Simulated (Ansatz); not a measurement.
Relaxed-ion elastic tensor of S (simple cubic, Pm-3m) in GPa (Voigt order), plane-wave PAW r²SCAN (Ansatz code); density 3.14 g/cm³, 16.98 Å³ per atom.

```
      1     2     3     4     5     6
-  ----  ----  ----  ----  ----  ----
1   129  72.0  72.0   0.0   0.0   0.0
2  72.0   129  72.0   0.0   0.0   0.0
3  72.0  72.0   129   0.0   0.0   0.0
4   0.0   0.0   0.0  12.6   0.0   0.0
5   0.0   0.0   0.0   0.0  12.6   0.0
6   0.0   0.0   0.0   0.0   0.0  12.6
```

Is the crystal mechanically stable?

Yes: the smallest eigenvalue of C is 12.6 GPa.

Work out the Voigt, Reuss and Hill averages.

K_V = 91.1, K_R = 91.1, K_H = 91.1; G_V = 19.0, G_R = 16.2, G_H = 17.6 GPa.

Give Young's modulus, Poisson's ratio, Pugh's ratio and the universal anisotropy index.

E = 9KG/(3K + G) = 49.6 GPa; ν = 0.41; K/G = 5.18 (ductile by the Pugh limit of 1.75); A_U = 5G_V/G_R + K_V/K_R − 6 = 0.86.

Estimate the sound speeds and the Debye temperature.

v_l = √((K + 4G/3)/ρ) = 6040 m/s, v_t = √(G/ρ) = 2370 m/s, mean 2680 m/s; Θ = (h/k)(3n/4πV)^(1/3) v_m = 311 K.

Give the Zener ratio and Young's modulus along [100], [110] and [111].

A = 2C44/(C11 − C12) = 0.44; 1/E = S11 − 2(S11 − S12 − S44/2)Γ with Γ = 0, 1/4, 1/3 gives 77.6, 41.6, 36.0 GPa.

Solve the Christoffel equation for the three sound speeds along [100], [110], [111].

Eigenvalues of C_ijkl n_j n_l equal ρv². In km/s, slowest first: [100] 2.00, 2.00, 6.42; [110] 2.00, 3.02, 6.01; [111] 2.72, 2.72, 5.86.

A made-up cell: these elements were put on the sites of a structure type; neither database checked (COD, Materials Project) lists it. It is not the phase usual at ambient conditions (space group No. 70). Symmetry was held in the r²SCAN relaxation; its stability against distortions is not shown here. As this level gives no gap, shear constants depend on the k-mesh and smearing (Fermi–Dirac, 0.1 eV here).

Potentials: the later of the program's two PAW sets.
